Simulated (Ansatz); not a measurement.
A distorted cell of Co (hcp, Mg type):

```xyz
2
Lattice="2.4571 0.0000 0.0000 -1.2286 2.1279 0.0000 0.0000 0.0000 3.9682" Properties=species:S:1:pos:R:3 pbc="T T T"
Co     0.0000     1.4186     2.9761
Co     1.3643     0.8451     0.9920
```

All values below come from PBEsol (plane waves to 420 eV, PAW, scalar-relativistic; Ansatz, an electronic-structure program). k mesh 17×17×10 (Γ-centred), Fermi-Dirac smearing 0.05 eV. The energy includes the smearing's −TS. Stress and pressure are positive under compression. With partly filled bands, energies and forces of such displacements shift with the k mesh and the smearing. Co was relaxed with its symmetry unable to fall. Relaxed Co ends ferromagnetic. The PAW data are Ansatz's earlier set. Other magnetic orders were not checked, so this need not be the ground state.

Predict the force on every atom, in eV/Å.


```
atom      Fx      Fy     Fz
----  ------  ------  -----
Co1    0.421   0.378  0.000
Co2   -0.421  -0.378  0.000
```

What is the stress tensor (GPa)?


```
    3.7      2.6      0.0
    2.6     -2.3      0.0
    0.0      0.0      2.6
```
The pressure, a third of the trace, is 1.3 GPa.

In it atom 2 sits (0.136, 0.136, 0.000) Å away from its relaxed site. What is its energy relative to the relaxed cell?

54 meV/cell.

(A displaced cell: forces are minus the slopes of the energy, force constants its curvatures, and phonons follow from these.)
